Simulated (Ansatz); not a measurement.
Input, command and steps of an Ansatz relaxation.

```yaml
crystal:
  lattice:
    - [-1.75465, 1.75465, 1.75465]
    - [1.75465, -1.75465, 1.75465]
    - [1.75465, 1.75465, -1.75465]
  atoms:
    - { symbol: Li, position: [0.0, 0.0, 0.0] }
basis:
  ecutwfc: 420
kpoints:
  mp_grid: { grid: [16, 16, 16] }
hamiltonian:
  xc: pbesol
scf:
  occupations: { method: gaussian, width: 0.1 }
output:
  forces: true
  stress: true
  eigenvalues: true
relax:
  adjacent_minimum: "off"
  f_tol: 0.005
  max_steps: 80
  cell: { stress_tol: 0.05 }
```

```bash
ansatz run input.yaml --threads 1 --pin off --max-ram 2560MiB --backend cpu --events-out ev --progress --plain --runs-dir out
```

Computed with DFT PBEsol, scalar-relativistic, plane waves, PAW in Ansatz 0.2.0.

Of 4 frames 3 are shown, positions in Å and forces in eV/Å; the SCF threshold varies from step to step. Steps run on the plane waves of an earlier cell, with a Pulay correction in the pressure. The basis is chosen afresh for the last frame, the zero of the energies, and at times for earlier ones too; energy and pressure step there, also at an unchanged geometry.

```xyz
1
Lattice="-1.7547 1.7547 1.7547 1.7547 -1.7547 1.7547 1.7547 1.7547 -1.7547" Properties=species:S:1:pos:R:3:forces:R:3 pbc="T T T" step=1 free_energy_over_end_meV_per_atom=3.54 pressure_GPa=-0.80
Li    0.0000    0.0000    0.0000    0.0000    0.0000    0.0000
1
Lattice="-1.7388 1.7388 1.7388 1.7388 -1.7388 1.7388 1.7388 1.7388 -1.7388" Properties=species:S:1:pos:R:3:forces:R:3 pbc="T T T" step=2 free_energy_over_end_meV_per_atom=1.19 pressure_GPa=-0.49
Li    0.0000    0.0000    0.0000    0.0000    0.0000    0.0000
1
Lattice="-1.7153 1.7153 1.7153 1.7153 -1.7153 1.7153 1.7153 1.7153 -1.7153" Properties=species:S:1:pos:R:3:forces:R:3 pbc="T T T" step=4 free_energy_over_end_meV_per_atom=0.00 pressure_GPa=0.04
Li    0.0000    0.0000    0.0000    0.0000    0.0000    0.0000
```

It took 12 s on 1 thread of Intel(R) Xeon(R) Processor @ 2.50GHz (Skylake/Cascade Lake), on a shared host, peak memory 0.31 GiB.